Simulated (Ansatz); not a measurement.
Cu$_{2}$O (cuprite type, space group Pn-3m)

```
CELL_PARAMETERS angstrom
      4.22208     0.00000     0.00000
      0.00000     4.22208     0.00000
      0.00000     0.00000     4.22208
ATOMIC_POSITIONS crystal
  Cu 0.75000 0.75000 0.75000
  Cu 0.75000 0.25000 0.25000
  Cu 0.25000 0.75000 0.25000
  Cu 0.25000 0.25000 0.75000
  O  0.00000 0.00000 0.00000
  O  0.50000 0.50000 0.50000
```

The slice is a {110} plane (indices of the conventional cell) through the point (0.750, 0.750, 0.750) (fractional), spanned by u = [100] and v = [011] in vectors of this cell: u (4.22 Å) and v (5.97 Å, at 90° to u). It covers one period; positions are fractions (u, v).

Method: PBEsol (plane waves to 420 eV, PAW, scalar-relativistic; Ansatz, an electronic-structure program). k mesh 8×8×8. Inside the PAW spheres the values are not all-electron values, and peaks at nuclei hang on which shells count as valence. Cu2O is run without spin polarisation. Cu2O was relaxed with its symmetry unable to fall. The PAW data are Ansatz's earlier set.

### Question
Around which element is the density of the lowest conduction band (whole band as if filled, smooth part) largest on this plane?

### Answer
O. Mean over a disc round each atom, of radius 0.45 times the shortest bond: O 0.085, Cu 0.018 e/Å³.

### Question
What is the valence density on the shortest Cu–O line in this plane (1.83 Å), at its midpoint?

### Answer
0.85 e/Å³.

### Question
The ELF has a maximum in the middle third of the Cu–O line. Where, and how high?

### Answer
0.82, 1.2 Å from Cu.

### Question
Predict the map of the electrostatic potential energy of an electron, from the cell's mean on the slice.

### Answer
```
|xxxxx04789999998740xxxx|
|xxxx0057899999987400xxx|
|xxxx0368899999876410xxx|
|xx00257889998875xxx000x|
|000357888888864xxxxxx00|
|34567888888775xxxxxxxx2|
|66788898887762xxxxxxxx5|
|6788899888776xxxxxxxxx5|
|66788898887762xxxxxxxx5|
|34567888888775xxxxxxxx2|
|000357888888864xxxxxx00|
|xx00257889998875xxx000x|
|xxxx0368899999876410xxx|
|xxxx0057899999987400xxx|
|xxxxx04789999998740xxxx|
|xxxxx04789999998740xxxx|
|xxxxx04789999998740xxxx|
|xxxx0047899999987500xxx|
|xxxx0146789999988630xxx|
|xx000xxx57889998875200x|
|000xxxxxx46888888875300|
|32xxxxxxxx5778888887654|
|65xxxxxxxx2677888988876|
|65xxxxxxxxx677888998887|
|65xxxxxxxx2677888988876|
|32xxxxxxxx5778888887654|
|000xxxxxx46888888875300|
|xx000xxx57889998875200x|
|xxxx0146789999988630xxx|
|xxxx0047899999987500xxx|
|xxxxx04789999998740xxxx|
|xxxxx04789999998740xxxx|
```
Scale: ten equal steps from 2.00 (start of '0') to 10.15 (end of '9'), in the order '0123456789'. Values: electrostatic potential energy of an electron, from the cell's mean, in eV. The map has 23 points along u (one character each, u = 0 at the left) and 32 along v (v = 0 in the bottom row). Points within 0.8 Å of a nucleus are blanked (x), as the pseudised field means little there. Values under 2 eV are set to 2. The zero, the cell's mean, hangs on the PAW cores.
